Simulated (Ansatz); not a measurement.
**K₂Pd (P4/mmm): electronic heat capacity and spin susceptibility from the density of states**

Computed with DFT r2SCAN, scalar-relativistic, plane waves, PAW (Ansatz 0.2.0).

Plane waves to 500 eV, a k mesh through Γ of 8×8×12 on the computed 3-atom cell and Gaussian smearing (0.10 eV); no spin polarisation.

Relaxed cell: P4/mmm, a = 5.708 Å, b = 5.708 Å, c = 3.403 Å, α = 90.00°, β = 90.00°, γ = 90.00°, 3 atoms in the primitive cell. Whether it is the stable form of this composition wasn't checked.

The density of states at the Fermi level is 1.344 states/eV in the cell of 3 atoms (1 formula unit; both spins, tetrahedra on a 12×12×18 mesh).

Problem. What Sommerfeld coefficient and Pauli susceptibility does this give?

Solution. Per formula unit N(E_F) = 1.344 states/eV. γ = (π²/3) k_B² N(E_F) N_A = 2.357 mJ/(mol K²) per state/eV, so γ = 3.2 mJ/(mol K²), a mole of formula units. χ_P = μ_B² N(E_F) N_A = 3.23×10⁻⁵ emu/mol per state/eV gives 4.3×10⁻⁵ emu/mol. This is the bare band result: a measured γ of the same phase is as a rule larger by a factor 1 + λ from phonons and spin fluctuations, the spin part of χ is larger by the Stoner factor, and a measured χ also holds orbital and core terms. N(E_F) at one energy is sensitive to the mesh where the density of states has sharp peaks.

Cost: 1 run of about 2.2 core-minutes, on Arm Neoverse V2 (shared hosts).